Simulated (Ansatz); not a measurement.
The relaxed structure here is a generated cell of WSe2: the first start was made by placing the elements on the sites of a structure type, and the end was not matched to a known phase here, so it may be hypothetical. Known forms of WSe2 include space group No. 194.

One starting cell of WSe$_{2}$ (a generated trial cell of WSe2 in the rutile structure type) was relaxed twice with Ansatz (plane waves, PAW, scalar-relativistic): with PBEsol at 420 eV and with PBE at 420 eV. The PBEsol result:

```cif
data_Se4W2
_chemical_formula_sum 'W2 Se4'
_space_group_name_H-M_alt 'P 1'
_space_group_IT_number 1
_cell_length_a 6.15080
_cell_length_b 6.15080
_cell_length_c 3.31089
_cell_angle_alpha 90.000
_cell_angle_beta 90.000
_cell_angle_gamma 90.000
loop_
_space_group_symop_operation_xyz
  'x, y, z'
loop_
_atom_site_label
_atom_site_type_symbol
_atom_site_fract_x
_atom_site_fract_y
_atom_site_fract_z
_atom_site_occupancy
W1 W 0.50000 0.50000 0.50000 1
W2 W 0.00000 0.00000 0.00000 1
Se1 Se 0.78462 0.78462 0.50000 1
Se2 Se 0.28462 0.71538 0.00000 1
Se3 Se 0.71538 0.28462 0.00000 1
Se4 Se 0.21538 0.21538 0.50000 1
```

| quantity | PBEsol | PBE |
|---|---|---|
| space group | P4₂/mnm | P4₂/mnm |
| volume (Å³/atom) | 20.88 | (withheld) |
| a (Å) | 6.151 | (withheld) |
| c (Å) | 3.311 | (withheld) |
| gap (eV, no spin-orbit coupling) | 0.00 | (withheld) |

**Question.** Fill in the PBE column.

**Answer.** 
- volume (Å³/atom), PBE: 21.73
- a (Å), PBE: 6.207
- c (Å), PBE: 3.384
- gap (eV, no spin-orbit coupling), PBE: 0.00

Both levels end in the same structure; PBE's volume is 4.1 % larger. Neither column is exact.

No spin polarisation in the result.

The run could not lose the symmetry of its start, so the end can be a saddle point.

Ansatz is a program for electronic structure.
